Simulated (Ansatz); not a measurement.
VS:
```cif
data_S2V2
_chemical_formula_sum 'V2 S2'
_space_group_name_H-M_alt 'P63/mmc'
_space_group_IT_number 194
_space_group_name_Hall '-P 6c 2c'
_cell_length_a 3.11797
_cell_length_b 3.11797
_cell_length_c 6.06162
_cell_angle_alpha 90.000
_cell_angle_beta 90.000
_cell_angle_gamma 120.000
loop_
_atom_site_label
_atom_site_type_symbol
_atom_site_symmetry_multiplicity
_atom_site_Wyckoff_symbol
_atom_site_fract_x
_atom_site_fract_y
_atom_site_fract_z
_atom_site_occupancy
V1 V 2 a 0.00000 0.00000 0.00000 1
S1 S 2 d 0.66667 0.33333 0.25000 1
```

Relaxed at zero pressure with plane-wave PAW PBEsol (Ansatz code).

Problem. The volume is raised by 9 % and shape and atoms relax at that volume. What pressure results, and how do the axes share the change?

Solution. -12.9 GPa; a 3.5 %, b 3.5 %, c 1.8 %; the energy rises by 50 meV/atom.

Problem. Give the new structure.

Solution. 
Space group P6₃/mmc (No. 194); a = b = 3.227 Å, c = 6.168 Å, α = β = 90.00°, γ = 120.00°

```json
[
 {"atom": "V", "site": "2a", "symmetry": "-3m.", "x": "0.0000", "y": "0.0000", "z": "0.0000"},
 {"atom": "S", "site": "2d", "symmetry": "-6m2", "x": "0.6667", "y": "0.3333", "z": "0.2500"}
]
```

The phase is kept; no other phase was compared at this pressure.

Space group P6_3/mmc (NiAs type). The first step of the workflow began from a Materials Project structure, measured or hypothetical; the Crystallography Open Database files this formula in space group No. 194, but the cells were not matched. Whether it is the stable phase at ambient conditions was not checked. The PBEsol relaxation kept the symmetry of its start; its stability against distortions is not shown here. The run is not spin-polarised.

Potentials: the later of the program's two PAW sets.
